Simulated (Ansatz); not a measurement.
The geometry is COD entry 1011099, unchecked; take it as a test cell. It is an old determination, and later ones may differ. The listed cell was then made from it by scaling, straining or moving an atom.

TiN: DFT, PBEsol, PAW with Ansatz's default frozen-core files, scalar-relativistic (Ansatz 0.2.0). What sets it apart from a plain run of this crystal: volume scaled by 0.99.

Command: `ansatz run input.yaml --threads 1 --pin off --max-ram 3072MiB --backend cpu --events-out ev --progress --plain --runs-dir out` The run took 3.3 s on 1 thread of Arm Neoverse V1, on a shared host, peak memory 0.34 GiB.

```yaml
crystal:
  lattice:
    - [0.0, 2.114902957, 2.114902957]
    - [2.114902957, 0.0, 2.114902957]
    - [2.114902957, 2.114902957, 0.0]
  atoms:
    - { symbol: Ti, position: [0.0, 0.0, 0.0] }
    - { symbol: "N", position: [0.5, 0.5, 0.5] }
kpoints:
  mp_grid: { grid: [13, 13, 13] }
scf:
  occupations: { method: fermi_dirac, width: 0.05 }
hamiltonian:
  xc: pbesol
  pseudopotentials: { kind: paw }
output:
  forces: true
  stress: true
  eigenvalues: true
  efg: { contact_densities: true }
```

Output (standing set-up lines are left out):

```
Crystal: 2 atoms, lattice volume = 18.919 Å³
Basis set: ecut = 420 eV, 339 PW (Γ), exchange–correlation on 40×40×40 points (8 copies of the dense FFT grid, shifted against one another)
SCF iter   1: F=—  HF=-2856.231732 eV  |F-HF|=—  |Δ(HF+E_count)|=         —  Δρ=1.37e-2  dr2=3.42e-2  ethr=1.77e-3  ⟨swp⟩=4.4  Hψ=5065  notcnv=0
preconditioner: auto → none  [metal: Δε(μ)=0.033 eV  Ē_g=9.670 eV  σ=0.050 eV  W_gap=0.16  n_scr=8 (ndim 8)  ℏωp=25.6 eV  f_vac=0.000  D(μ)=0.82/eV (n_scr^D=8)  sad-step TF]
SCF iter   2: F=—  HF=-2856.225422 eV  |F-HF|=—  |Δ(HF+E_count)|=   6.31e-3  Δρ=7.78e-3  dr2=1.27e-2  ethr=2.01e-4  ⟨swp⟩=2.0  Hψ=2109  notcnv=0  defer=2
SCF iter   3: F=—  HF=-2856.222794 eV  |F-HF|=—  |Δ(HF+E_count)|=   2.63e-3  Δρ=1.08e-3  dr2=2.68e-4  ethr=7.47e-5  ⟨swp⟩=2.0  Hψ=1590  notcnv=0  defer=2
SCF iter   4: F=—  HF=-2856.222754 eV  |F-HF|=—  |Δ(HF+E_count)|=   4.03e-5  Δρ=1.06e-4  dr2=1.42e-6  ethr=1.58e-6  ⟨swp⟩=2.0  Hψ=1273  notcnv=0  defer=2
SCF iter   5: F=—  HF=-2856.222757 eV  |F-HF|=—  |Δ(HF+E_count)|=   3.42e-6  Δρ=5.25e-6  dr2=2.08e-9  ethr=8.38e-9  ⟨swp⟩=2.1  Hψ=1535  notcnv=0  defer=2
SCF iter   6: F=-2856.222757 eV  HF=-2856.222757 eV  |F-HF|=1.09e-11  |Δ(HF+E_count)|=   1.89e-9  Δρ=4.06e-7  dr2=1.73e-11  ethr=1.23e-11  ⟨swp⟩=1.5  Hψ=3416  notcnv=0
SCF 1 converged in 6 iterations: F = -2856.222757 eV  dr2 = 1.73e-11
  greatest PAW one-centre occupation: 0.999 electrons in one spin orbital (limit 2), on the Ti atom at site 0 (counted from 0), in its partial waves of l = 0
SCF converged after 6 iterations
Free energy (F): -2856.222757 eV
Harris-Foulkes:  -2856.222757 eV  (|F-HF|=1.09e-11)
Internal energy: -2856.215980 eV  (E = F + TS)
E sigma→0 (E₀):  -2856.219369 eV
Entropy (-TS):   -0.006777 eV (-3.389 meV/atom)
Fermi energy:    17.192914 eV
--- Per-component energies (eV) ---
  E_band       = -90.166587
  E_kinetic    = 406.066985
  E_local      = -781.906920  (includes V_loc(G=0)·N_el)
  E_nonlocal   = 52.566011
  E_hartree    = 311.051445
  E_xc         = -158.573787
  E_vxc        = -200.706570  (∫ρ·V_xc dr)
  E_paw        = -1144.091369  (= ΣΔE_a)
  E_vpaw       = -188.289283  (= ΣTr[D̂ρ^β])
  E_aug_tail   = 0.000162  (compensation charges beyond the density's cutoff)
  E_ewald      = -1541.495990
  E_core_change = 0.167483  (= ΣΔE_core)
  E_smearing   = -0.006777  (= −TS)
  E_closure    = 0.000000  (closes the sum)
  Σ components = -2856.222757   (vs F -2856.222757, Δ=0.00e0)
--- Forces (eV/Å), atoms counted from 1 ---
  atom   1  Ti    -0.00000000    -0.00000000    -0.00000000
  atom   2  N      0.00000000    -0.00000000    -0.00000000
  max |Σ_I F_I| component: 1.15e-29 eV/Å
--- Stress (GPa, compression-positive) ---
       -5.331653       0.000000      -0.000000
       -0.000000      -5.331653       0.000000
       -0.000000       0.000000      -5.331653
  P = ⅓ Tr σ = -5.3317 GPa (-53.317 kbar)
--- PAW observables at the nuclei: V_zz in 10²¹ V/m², potentials from the cell's mean, atoms counted from 1 ---
  atom   1  Ti V_zz =    +0.000000   η = 0.0000   by run symmetry: forbidden
            electrostatic potential = -2534.136307 V   contact ρ = 56637.923453 e/Å³
  atom   2  N  V_zz =    -0.000000   η = 0.0000   by run symmetry: forbidden
            electrostatic potential = -521.770753 V   contact ρ = 1404.646244 e/Å³
--- Band table (eV; the first three rows and the last of 84) ---
  k-point 0: bands = ["-40.3992", "-16.4822", "-16.4822", "-16.4822", "0.0469", "15.1228", "15.1228", "15.1228", "16.5274", "16.5274", "16.5274", "17.7529", "17.7529"]
  k-point 1: bands = ["-40.3933", "-16.5235", "-16.4855", "-16.4855", "0.1660", "14.4694", "14.6366", "14.6366", "16.6965", "16.6965", "16.8534", "18.2668", "18.2668"]
  k-point 2: bands = ["-40.3770", "-16.6364", "-16.4948", "-16.4948", "0.5059", "13.2320", "13.7816", "13.7816", "17.0417", "17.0417", "17.3000", "19.3407", "19.3407"]
  k-point 83: bands = ["-40.2625", "-16.9063", "-16.8502", "-16.7081", "1.9793", "11.3355", "11.7274", "11.9091", "17.8262", "18.3730", "19.6234", "20.4087", "21.1980"]
```

Spin polarisation is left out, and whether a magnetic state lies lower isn't shown here.
